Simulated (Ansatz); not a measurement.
Given:

VSi2:
```yaml
crystal:
  lattice:
    - [4.52222, 0.00000, 0.00000]
    - [-2.26111, 3.91635, 0.00000]
    - [0.00000, 0.00000, 6.32164]
  atoms:
    - { symbol: V, position: [0.00000, 0.50000, 0.16667] }
    - { symbol: V, position: [0.50000, 0.00000, 0.50000] }
    - { symbol: V, position: [0.50000, 0.50000, 0.83333] }
    - { symbol: Si, position: [0.83688, 0.67377, 0.50000] }
    - { symbol: Si, position: [0.16312, 0.83688, 0.83333] }
    - { symbol: Si, position: [0.32623, 0.16312, 0.16667] }
    - { symbol: Si, position: [0.16312, 0.32623, 0.50000] }
    - { symbol: Si, position: [0.83688, 0.16312, 0.83333] }
    - { symbol: Si, position: [0.67377, 0.83688, 0.16667] }
```

This is the PBEsol-relaxed structure.

Problem. All from the program Ansatz at the PBEsol level (PAW), unless another level is named. Give the Debye temperature from the elastic constants.

Solution. 815 K.

Problem. Give the highest zone-centre frequency.

Solution. 432 cm⁻¹.

Space group P6_222. The PBEsol relaxation kept the symmetry of its start. No spin polarisation was allowed. As this level gives no gap, shear constants depend on the k-mesh and smearing (Fermi–Dirac, 0.1 eV here). As this level gives no gap, phonon frequencies hold no LO–TO term and depend on the k-mesh and smearing (Fermi–Dirac, 0.1 eV here).

Potentials: the later of the program's two PAW sets.
